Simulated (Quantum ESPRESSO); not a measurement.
## Ti2TaAlO8 (one run as intended and one with a planted mistake)

Computed values, not a measurement. The program is pw.x of Quantum ESPRESSO 7.5 (plane-wave density functional theory). The cell is made up: 12 atoms on a rutile lattice, with randomly drawn elements, strain and displacements, not relaxed. PseudoDojo standard norm-conserving files (v0.5 for PBE, v0.4.1 for LDA and PBEsol) set the functional; there is no spin polarisation, spin-orbit coupling or dispersion term, and the masses in the input are unused placeholders.

Intended input:

```
&control calculation='scf', pseudo_dir='./dojo.nc.sr.pbe.v0_5.standard.upf', outdir='./o', disk_io='medium', tprnfor=.true., tstress=.true. /
&system ibrav=0, nat=12, ntyp=4, nbnd=50, ecutwfc=84.00895049, nosym=.true., tot_charge=0,
 occupations='smearing', smearing='fd', degauss=0.0018374661
/
&electrons conv_thr=7.350e-09, electron_maxstep=60, /
ATOMIC_SPECIES
Al 1.0 Al.upf
O 1.0 O.upf
Ta 1.0 Ta.upf
Ti 1.0 Ti.upf
CELL_PARAMETERS angstrom
4.726 0.0 0.0
0.0 4.726 0.0
0.0 0.0 6.0371
ATOMIC_POSITIONS angstrom
Ti -0.023 -0.0059 0.0254
Ta 2.3816 2.4227 1.5269
Ti 0.0092 0.0218 2.9914
Al 2.3701 2.3471 4.5485
O 1.4138 1.3909 0.0114
O 3.3154 3.2361 -0.0113
O 3.8356 0.8863 1.5086
O 0.9174 3.7703 1.5003
O 1.4196 1.4686 3.0697
O 3.3197 3.3251 3.0432
O 3.7773 0.8973 4.519
O 0.9111 3.8435 4.5062
K_POINTS automatic
5 5 4 1 1 1
```

The log is shortened where brackets say so; the opening notice, blank lines, dates and the lines on written files are dropped, and the path of the files is cut. It prints rydbergs, bohrs and kilobars, and counts compression as positive stress. Where no state is partly filled, the Fermi energy that it prints is only some level between the filled and the empty states on the mesh, and need not lie in the true gap.

Log of the intended run:

```
     Program PWSCF v.7.5
     Parallel version (MPI & OpenMP), running on       1 processor cores
     Number of MPI processes:                 1
     Threads/MPI process:                     1
     [start-up lines left out]
     bravais-lattice index     =            0
     lattice parameter (alat)  =       8.9308  a.u.
     unit-cell volume          =     909.9393 (a.u.)^3
     number of atoms/cell      =           12
     number of atomic types    =            4
     number of electrons       =        88.00
     number of Kohn-Sham states=           50
     kinetic-energy cutoff     =      84.0090  Ry
     charge density cutoff     =     336.0358  Ry
     scf convergence threshold =      7.3E-09
     mixing beta               =       0.7000
     number of iterations used =            8  plain     mixing
     Exchange-correlation= PBE
                           (   1   4   3   4   0   0   0)
     [axes and pseudopotential details left out]
   Cartesian axes
     site n.     atom                  positions (alat units)
         1        Ti     tau(   1) = (  -0.0048667  -0.0012484   0.0053745  )
         2        Ta     tau(   2) = (   0.5039357   0.5126322   0.3230851  )
         3        Ti     tau(   3) = (   0.0019467   0.0046128   0.6329666  )
         4        Al     tau(   4) = (   0.5015023   0.4966356   0.9624418  )
         5        O      tau(   5) = (   0.2991536   0.2943081   0.0024122  )
         6        O      tau(   6) = (   0.7015235   0.6847440  -0.0023910  )
         7        O      tau(   7) = (   0.8115954   0.1875370   0.3192129  )
         8        O      tau(   8) = (   0.1941176   0.7977782   0.3174566  )
         9        O      tau(   9) = (   0.3003809   0.3107490   0.6495345  )
        10        O      tau(  10) = (   0.7024333   0.7035760   0.6439272  )
        11        O      tau(  11) = (   0.7992594   0.1898646   0.9561997  )
        12        O      tau(  12) = (   0.1927846   0.8132670   0.9534913  )
     number of k points=    50  Fermi-Dirac smearing, width (Ry)=  0.0018
                       cart. coord. in units 2pi/alat
        k(    1) = (   0.1000000   0.1000000   0.0978533), wk =   0.0400000
        k(    2) = (   0.1000000   0.1000000   0.2935598), wk =   0.0400000
     [further k points left out]
     Dense  grid:    94579 G-vectors     FFT dimensions: (  54,  54,  72)
     Estimated max dynamical RAM per process >     156.57 MB
     Initial potential from superposition of free atoms
     starting charge      87.9934, renormalised to      88.0000
     Starting wfcs are   66 randomized atomic wfcs
     total cpu time spent up to now is       28.9 secs
     per-process dynamical memory:    94.2 Mb
     Self-consistent Calculation
     iteration #  1     ecut=    84.01 Ry     beta= 0.70
     Davidson diagonalization with overlap
     ethr =  1.00E-02,  avg # of iterations =  2.0
     total cpu time spent up to now is       88.3 secs
     total energy              =    -635.45849719 Ry
     estimated scf accuracy    <       5.07821119 Ry
     iteration #  2     ecut=    84.01 Ry     beta= 0.70
     Davidson diagonalization with overlap
     ethr =  5.77E-03,  avg # of iterations =  6.1
     total cpu time spent up to now is      188.5 secs
     total energy              =    -628.75405256 Ry
     estimated scf accuracy    <      64.99475638 Ry
     [iterations 3 to 15 left out]
     iteration # 16     ecut=    84.01 Ry     beta= 0.70
     Davidson diagonalization with overlap
     ethr =  9.33E-11,  avg # of iterations =  4.1
     total cpu time spent up to now is     1247.4 secs
     total energy              =    -638.15214970 Ry
     estimated scf accuracy    <       0.00000003 Ry
     iteration # 17     ecut=    84.01 Ry     beta= 0.70
     Davidson diagonalization with overlap
     ethr =  3.81E-11,  avg # of iterations =  4.1
     total cpu time spent up to now is     1313.2 secs
     End of self-consistent calculation
     [lines on levels left out]
     the Fermi energy is     9.4086 ev
!    total energy              =    -638.15214971 Ry
     estimated scf accuracy    <          2.5E-09 Ry
     smearing contrib. (-TS)   =      -0.00000000 Ry
     internal energy E=F+TS    =    -638.15214971 Ry
     The total energy is F=E-TS. E is the sum of the following terms:
     one-electron contribution =    -226.98205290 Ry
     hartree contribution      =     156.83903462 Ry
     xc contribution           =    -133.26473475 Ry
     ewald contribution        =    -434.74439668 Ry
     convergence has been achieved in  17 iterations
     Forces acting on atoms (cartesian axes, Ry/au):
     atom    1 type  4   force =     0.02118195    0.01892820   -0.12352696
     atom    2 type  3   force =    -0.01519636   -0.02728477    0.00930192
     atom    3 type  4   force =     0.01162305    0.00729689    0.12780025
     atom    4 type  1   force =    -0.00950077   -0.00916297   -0.00519049
     atom    5 type  2   force =     0.02895335    0.03359823    0.02035681
     atom    6 type  2   force =    -0.02502909   -0.01083525    0.00908275
     atom    7 type  2   force =    -0.02454743    0.02033069   -0.00105596
     atom    8 type  2   force =     0.00860532    0.00167293    0.00043395
     atom    9 type  2   force =     0.02746236    0.01531053   -0.02876790
     atom   10 type  2   force =    -0.03458601   -0.03974519   -0.02336269
     atom   11 type  2   force =     0.00481150    0.00169596    0.00638817
     atom   12 type  2   force =     0.00622211   -0.01180525    0.00854013
     Total force =     0.208825     Total SCF correction =     0.000134
     Computing stress (Cartesian axis) and pressure
          total   stress  (Ry/bohr**3)                   (kbar)     P=     -113.06
  -0.00070925  -0.00002873  -0.00002372         -104.33       -4.23       -3.49
  -0.00002873  -0.00066605  -0.00003691           -4.23      -97.98       -5.43
  -0.00002372  -0.00003691  -0.00093034           -3.49       -5.43     -136.86
     init_run     :     26.98s CPU     28.77s WALL (       1 calls)
     electrons    :   1237.19s CPU   1284.23s WALL (       1 calls)
     forces       :     14.59s CPU     14.83s WALL (       1 calls)
     stress       :     52.72s CPU     54.65s WALL (       1 calls)
     [timing details left out]
     PWSCF        :  22m11.94s CPU  23m 4.06s WALL
     JOB DONE.
```

A second run has one planted mistake: the self-consistency threshold is too loose. The input lines that differ, file-writing options aside:

```
- &electrons conv_thr=7.350e-09, electron_maxstep=60, /
+ &electrons conv_thr=5.145e-02, electron_maxstep=60, /
```

Its log:

```
     Program PWSCF v.7.5
     Parallel version (MPI & OpenMP), running on       4 processor cores
     Number of MPI processes:                 4
     Threads/MPI process:                     1
     [start-up lines left out]
     bravais-lattice index     =            0
     lattice parameter (alat)  =       8.9308  a.u.
     unit-cell volume          =     909.9393 (a.u.)^3
     number of atoms/cell      =           12
     number of atomic types    =            4
     number of electrons       =        88.00
     number of Kohn-Sham states=           50
     kinetic-energy cutoff     =      84.0090  Ry
     charge density cutoff     =     336.0358  Ry
     scf convergence threshold =      5.1E-02
     mixing beta               =       0.7000
     number of iterations used =            8  plain     mixing
     Exchange-correlation= PBE
                           (   1   4   3   4   0   0   0)
     [axes and pseudopotential details left out]
   Cartesian axes
     site n.     atom                  positions (alat units)
         1        Ti     tau(   1) = (  -0.0048667  -0.0012484   0.0053745  )
         2        Ta     tau(   2) = (   0.5039357   0.5126322   0.3230851  )
         3        Ti     tau(   3) = (   0.0019467   0.0046128   0.6329666  )
         4        Al     tau(   4) = (   0.5015023   0.4966356   0.9624418  )
         5        O      tau(   5) = (   0.2991536   0.2943081   0.0024122  )
         6        O      tau(   6) = (   0.7015235   0.6847440  -0.0023910  )
         7        O      tau(   7) = (   0.8115954   0.1875370   0.3192129  )
         8        O      tau(   8) = (   0.1941176   0.7977782   0.3174566  )
         9        O      tau(   9) = (   0.3003809   0.3107490   0.6495345  )
        10        O      tau(  10) = (   0.7024333   0.7035760   0.6439272  )
        11        O      tau(  11) = (   0.7992594   0.1898646   0.9561997  )
        12        O      tau(  12) = (   0.1927846   0.8132670   0.9534913  )
     number of k points=    50  Fermi-Dirac smearing, width (Ry)=  0.0018
                       cart. coord. in units 2pi/alat
        k(    1) = (   0.1000000   0.1000000   0.0978533), wk =   0.0400000
        k(    2) = (   0.1000000   0.1000000   0.2935598), wk =   0.0400000
     [further k points left out]
     Dense  grid:    94579 G-vectors     FFT dimensions: (  54,  54,  72)
     Estimated max dynamical RAM per process >     273.92 MB
     Estimated total dynamical RAM >       1.00 GB
     Initial potential from superposition of free atoms
     starting charge      87.9934, renormalised to      88.0000
     Starting wfcs are   66 randomized atomic wfcs
     total cpu time spent up to now is        4.1 secs
     per-process dynamical memory:   213.4 Mb
     Self-consistent Calculation
     iteration #  1     ecut=    84.01 Ry     beta= 0.70
     Davidson diagonalization with overlap
     ethr =  1.00E-02,  avg # of iterations =  2.0
     total cpu time spent up to now is       10.4 secs
     total energy              =    -635.45909089 Ry
     estimated scf accuracy    <       5.07747185 Ry
     iteration #  2     ecut=    84.01 Ry     beta= 0.70
     Davidson diagonalization with overlap
     ethr =  5.77E-03,  avg # of iterations =  6.2
     total cpu time spent up to now is       21.8 secs
     total energy              =    -628.73966917 Ry
     estimated scf accuracy    <      65.11167840 Ry
     [iterations 3 to 5 left out]
     iteration #  6     ecut=    84.01 Ry     beta= 0.70
     Davidson diagonalization with overlap
     ethr =  6.96E-04,  avg # of iterations =  1.7
     total cpu time spent up to now is       50.0 secs
     total energy              =    -638.08730452 Ry
     estimated scf accuracy    <       0.25137825 Ry
     iteration #  7     ecut=    84.01 Ry     beta= 0.70
     Davidson diagonalization with overlap
     ethr =  2.86E-04,  avg # of iterations =  8.4
     total cpu time spent up to now is       59.7 secs
     End of self-consistent calculation
     [lines on levels left out]
     the Fermi energy is     8.7279 ev
!    total energy              =    -638.14471105 Ry
     estimated scf accuracy    <       0.00534891 Ry
     smearing contrib. (-TS)   =      -0.00000000 Ry
     internal energy E=F+TS    =    -638.14471105 Ry
     The total energy is F=E-TS. E is the sum of the following terms:
     one-electron contribution =    -226.36618527 Ry
     hartree contribution      =     156.11754304 Ry
     xc contribution           =    -133.15167214 Ry
     ewald contribution        =    -434.74439668 Ry
     convergence has been achieved in   7 iterations
     Forces acting on atoms (cartesian axes, Ry/au):
     atom    1 type  4   force =     0.02112470    0.01814288   -0.12641925
     atom    2 type  3   force =    -0.01414278   -0.02602103    0.00891436
     atom    3 type  4   force =     0.01107751    0.00731560    0.13074708
     atom    4 type  1   force =    -0.00993038   -0.00900454   -0.00552419
     atom    5 type  2   force =     0.03287667    0.03754039    0.01568061
     atom    6 type  2   force =    -0.02856834   -0.01542806    0.00453336
     atom    7 type  2   force =    -0.02648995    0.02260194   -0.00190719
     atom    8 type  2   force =     0.01028478    0.00004379    0.00016001
     atom    9 type  2   force =     0.03093484    0.01869723   -0.02349992
     atom   10 type  2   force =    -0.03958695   -0.04525705   -0.01886736
     atom   11 type  2   force =    -0.00019758    0.00682445    0.00634745
     atom   12 type  2   force =     0.01261750   -0.01545561    0.00983504
     Total force =     0.216194     Total SCF correction =     0.110457
     SCF correction compared to forces is large: reduce conv_thr to get better values
     Computing stress (Cartesian axis) and pressure
          total   stress  (Ry/bohr**3)                   (kbar)     P=     -173.41
  -0.00115925  -0.00005591  -0.00002931         -170.53       -8.22       -4.31
  -0.00005591  -0.00111527  -0.00003546           -8.22     -164.06       -5.22
  -0.00002931  -0.00003546  -0.00126184           -4.31       -5.22     -185.62
     init_run     :      3.93s CPU      4.06s WALL (       1 calls)
     electrons    :     55.39s CPU     55.59s WALL (       1 calls)
     forces       :      1.50s CPU      1.52s WALL (       1 calls)
     stress       :      5.15s CPU      5.27s WALL (       1 calls)
     [timing details left out]
     PWSCF        :   1m 6.08s CPU   1m 6.60s WALL
     JOB DONE.
```

|  | intended run | run with the mistake |
| --- | --- | --- |
| free energy (eV) | -8682.502 | -8682.401 |
| smearing term -TS (eV) | 0.0000 | 0.0000 |
| pressure (GPa) | -11.31 | -17.34 |
| largest force component (eV/Å) | 3.286 | 3.362 |
| largest change of a force component (eV/Å) |  | 0.164 |
| iterations | 17 | 7 |

For scale, a rerun of the intended cell at a cutoff of 1437 eV and k mesh 7 x 7 x 6 moved values by no more than 0.004 eV in energy, 0.04 GPa in stress and 0.002 eV/Å in force.